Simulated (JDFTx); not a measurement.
An input for a modified build of JDFTx (Mo(110), linear PCM (GLSSA13), water, 1 M NaCl; bohr, hartree) and the course of its log:

```
lattice \
  5.9859342669 2.9929671334 0.0000000000 \
  0.0000000000 4.2326947077 0.0000000000 \
  0.0000000000 0.0000000000 42.8967830290
coords-type Lattice
ion Mo 0.5000000000 0.0000000000 -0.1480074170 0
ion Mo 0.0000000000 0.0000000000 -0.0493358060 0
ion Mo 0.5000000000 0.0000000000 0.0493358060 0
ion Mo 0.0000000000 0.0000000000 0.1480074170 0
ion-species pseudo/mo_pbe_v1.upf
elec-cutoff 20 100
elec-ex-corr gga-PBE
coulomb-interaction Slab 001
coulomb-truncation-embed 0 0 0
kpoint-folding 10 10 1
elec-smearing Fermi 0.01
elec-n-bands 39
electronic-scf nIterations 100 energyDiffThreshold 1e-10
fluid LinearPCM
pcm-variant GLSSA13
fluid-solvent H2O
fluid-cation Na+ 1
fluid-anion Cl- 1
fluid-minimize nIterations 400 knormThreshold 1e-11
wavefunction read vac.wfns
elec-initial-eigenvals vac.eigenvals
dump-name f0.$VAR
dump End State Ecomponents EigStats BandEigs Forces ElecDensity IonicPositions Fillings Kpoints Dtot FluidDebug BoundCharge FluidDensity
```

```
[one cycle in 5 is shown, and the last three; fluid-solver lines are left out]
	FillingsUpdate:  mu: -0.160519318  nElectrons: 56.000000
SCF: Cycle:  0   F: -273.718160600233659   dF: -1.945e-05   |Residual|: 9.849e-04   |deigs|: 6.214e-06
	FillingsUpdate:  mu: -0.159199333  nElectrons: 56.000000
SCF: Cycle:  5   F: -273.718175746838199   dF: -2.161e-08   |Residual|: 3.047e-05   |deigs|: 1.042e-04
	FillingsUpdate:  mu: -0.159131394  nElectrons: 56.000000
SCF: Cycle: 10   F: -273.718175746643340   dF: +2.242e-08   |Residual|: 2.328e-05   |deigs|: 2.147e-05
	FillingsUpdate:  mu: -0.159154786  nElectrons: 56.000000
SCF: Cycle: 15   F: -273.718175746283634   dF: +2.062e-08   |Residual|: 2.447e-05   |deigs|: 6.810e-06
	FillingsUpdate:  mu: -0.159168487  nElectrons: 56.000000
SCF: Cycle: 20   F: -273.718175747208932   dF: +1.159e-08   |Residual|: 2.089e-05   |deigs|: 3.251e-05
	FillingsUpdate:  mu: -0.159145038  nElectrons: 56.000000
SCF: Cycle: 25   F: -273.718175769537311   dF: -2.661e-08   |Residual|: 3.575e-06   |deigs|: 1.292e-05
	FillingsUpdate:  mu: -0.159138658  nElectrons: 56.000000
SCF: Cycle: 30   F: -273.718175768197057   dF: -2.199e-08   |Residual|: 6.148e-06   |deigs|: 6.653e-06
	FillingsUpdate:  mu: -0.159181391  nElectrons: 56.000000
SCF: Cycle: 35   F: -273.718175735732814   dF: +2.538e-08   |Residual|: 2.478e-05   |deigs|: 6.407e-05
	FillingsUpdate:  mu: -0.159136317  nElectrons: 56.000000
SCF: Cycle: 40   F: -273.718175765267347   dF: -9.711e-10   |Residual|: 8.355e-06   |deigs|: 1.898e-05
	FillingsUpdate:  mu: -0.159157118  nElectrons: 56.000000
SCF: Cycle: 45   F: -273.718175759594942   dF: +7.970e-09   |Residual|: 1.412e-05   |deigs|: 2.465e-05
	FillingsUpdate:  mu: -0.159134098  nElectrons: 56.000000
SCF: Cycle: 50   F: -273.718175765492731   dF: -1.530e-08   |Residual|: 1.216e-05   |deigs|: 1.800e-05
	FillingsUpdate:  mu: -0.159176883  nElectrons: 56.000000
SCF: Cycle: 55   F: -273.718175739071057   dF: +2.399e-08   |Residual|: 2.397e-05   |deigs|: 5.290e-05
	FillingsUpdate:  mu: -0.159141550  nElectrons: 56.000000
SCF: Cycle: 60   F: -273.718175765836463   dF: -1.268e-08   |Residual|: 1.582e-05   |deigs|: 1.589e-05
	FillingsUpdate:  mu: -0.159145021  nElectrons: 56.000000
SCF: Cycle: 65   F: -273.718175755425364   dF: +1.357e-08   |Residual|: 2.317e-05   |deigs|: 3.465e-06
	FillingsUpdate:  mu: -0.159148236  nElectrons: 56.000000
SCF: Cycle: 70   F: -273.718175768820970   dF: -1.867e-08   |Residual|: 1.079e-05   |deigs|: 1.935e-05
	FillingsUpdate:  mu: -0.159133098  nElectrons: 56.000000
SCF: Cycle: 75   F: -273.718175742995697   dF: +2.255e-08   |Residual|: 2.471e-05   |deigs|: 1.341e-05
	FillingsUpdate:  mu: -0.159146153  nElectrons: 56.000000
SCF: Cycle: 80   F: -273.718175762423186   dF: +5.976e-09   |Residual|: 1.420e-05   |deigs|: 6.053e-06
	FillingsUpdate:  mu: -0.159139301  nElectrons: 56.000000
SCF: Cycle: 85   F: -273.718175765707144   dF: -1.591e-08   |Residual|: 1.624e-05   |deigs|: 2.095e-05
	FillingsUpdate:  mu: -0.159148551  nElectrons: 56.000000
SCF: Cycle: 90   F: -273.718175757628217   dF: +1.106e-08   |Residual|: 1.853e-05   |deigs|: 3.070e-06
	FillingsUpdate:  mu: -0.159134594  nElectrons: 56.000000
SCF: Cycle: 95   F: -273.718175767708658   dF: -1.478e-08   |Residual|: 7.161e-06   |deigs|: 1.600e-05
	FillingsUpdate:  mu: -0.159120617  nElectrons: 56.000000
SCF: Cycle: 97   F: -273.718175763712679   dF: -1.048e-08   |Residual|: 9.679e-06   |deigs|: 3.704e-05
	FillingsUpdate:  mu: -0.159175912  nElectrons: 56.000000
SCF: Cycle: 98   F: -273.718175748149463   dF: +1.556e-08   |Residual|: 2.013e-05   |deigs|: 5.837e-05
	FillingsUpdate:  mu: -0.159147989  nElectrons: 56.000000
SCF: Cycle: 99   F: -273.718175768403910   dF: -2.025e-08   |Residual|: 1.228e-05   |deigs|: 3.000e-05
SCF: None of the convergence criteria satisfied after 100 iterations.
IonicMinimize: Iter:   0  F: -273.718175768403910  |grad|_K:  0.000e+00
IonicMinimize: Converged (|grad|_K<1.000000e-04).
```

This run gave no converged result. The loop ran out of cycles short of its threshold. It has stalled and not diverged: the last ten energies span 3e-08 Ha, so the total is near its end, but levels, forces and charges aren't shown converged.
